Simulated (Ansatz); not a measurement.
The relaxed structure here is a generated cell of Ge3N4: the first start was made by a random draw of sites in a space group, and the end was not matched to a known phase here, so it may be hypothetical.

A relaxed structure of Ge₃N₄. Space group P-4 (No. 81). Computed with PBEsol (plane waves to 420 eV, PAW, scalar-relativistic; Ansatz, a quantum-chemistry and plane-wave program).

```cif
data_Ge3N4
_chemical_formula_sum 'Ge3 N4'
_space_group_name_H-M_alt 'P-4'
_space_group_IT_number 81
_space_group_name_Hall 'P -4'
_cell_length_a 4.98438
_cell_length_b 4.98438
_cell_length_c 3.02463
_cell_angle_alpha 90.000
_cell_angle_beta 90.000
_cell_angle_gamma 90.000
loop_
_atom_site_label
_atom_site_type_symbol
_atom_site_symmetry_multiplicity
_atom_site_Wyckoff_symbol
_atom_site_fract_x
_atom_site_fract_y
_atom_site_fract_z
_atom_site_occupancy
Ge1 Ge 2 g 0.00000 0.50000 0.20066 1
Ge2 Ge 1 b 0.00000 0.00000 0.50000 1
N1 N 4 h 0.29153 0.18047 0.26533 1
```

Predict the band gap from PBEsol.

1.07 eV, indirect (valence top at 60 % of the way from Γ to X, conduction bottom at Γ) (no spin-orbit coupling).

Give the smallest direct gap at the level PBEsol.

1.15 eV at Γ.

No spin polarisation in the result.

The run could not lose the symmetry of its start; a randomly shaken copy of 7 atoms returns to this structure.
